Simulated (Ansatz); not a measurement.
# LiF (Fm-3m): G0W0 and the choice of datasets

```yaml
crystal:
  lattice:
    - [0.00000, 2.00500, 2.00500]
    - [2.00500, 0.00000, 2.00500]
    - [2.00500, 2.00500, 0.00000]
  atoms:
    - { symbol: Li, position: [0.00000, 0.00000, 0.00000] }
    - { symbol: F, position: [0.50000, 0.50000, 0.50000] }
```

Held fixed (Ansatz):

- orbitals: PBE
- k mesh: 4×4×4
- empty bands: 76
- response cutoff: 113.3 eV
- frequencies: plasmon pole, fitted at the program's default frequency
- q → 0 term: analytic weight of Carrier, Rohra and Görling
- points solved: Γ, L, X
- band sums: cut at the band count

The gap is read direct at Γ, linearised, between the Kohn-Sham band edges among the points solved. The direct gap is read between the top filled and lowest empty Kohn-Sham band at Γ. ε∞ is the electronic dielectric constant on this mesh.

Taking hard PAW, 700 eV as the reference, which of the others (hand-made PAW, 1050 eV; soft PAW (1st gen.), 420 eV; norm-conserving, 1320 eV) gives the gap farthest from it?

Farthest from hard PAW, 700 eV in the G0W0 gap: norm-conserving, 1320 eV (-0.18 eV). The nearest differs by 0.003 eV.

```json
{"datasets, wave cutoff": "hard PAW, 700 eV", "KS gap (eV)": "9.19", "G0W0 gap (eV)": "13.36", "direct at Γ (eV)": "13.36", "ε∞": "2.0"}
{"datasets, wave cutoff": "hand-made PAW, 1050 eV", "KS gap (eV)": "9.19", "G0W0 gap (eV)": "13.36", "direct at Γ (eV)": "13.36", "ε∞": "2.0"}
{"datasets, wave cutoff": "soft PAW (1st gen.), 420 eV", "KS gap (eV)": "9.21", "G0W0 gap (eV)": "13.37", "direct at Γ (eV)": "13.37", "ε∞": "2.0"}
{"datasets, wave cutoff": "norm-conserving, 1320 eV", "KS gap (eV)": "9.18", "G0W0 gap (eV)": "13.17", "direct at Γ (eV)": "13.17", "ε∞": "2.0"}
```

Soft PAW datasets can miss an all-electron G0W0 gap by more than 5 %. With norm-conserving pseudopotentials the core–valence exchange is only approximate, which can shift gaps by tenths of an eV and RPA lattice constants by most of a per cent. The mesh is coarse, so these are values at the stated settings, not converged ones. Band sums or response are cut, so the gap isn't at its basis limit.
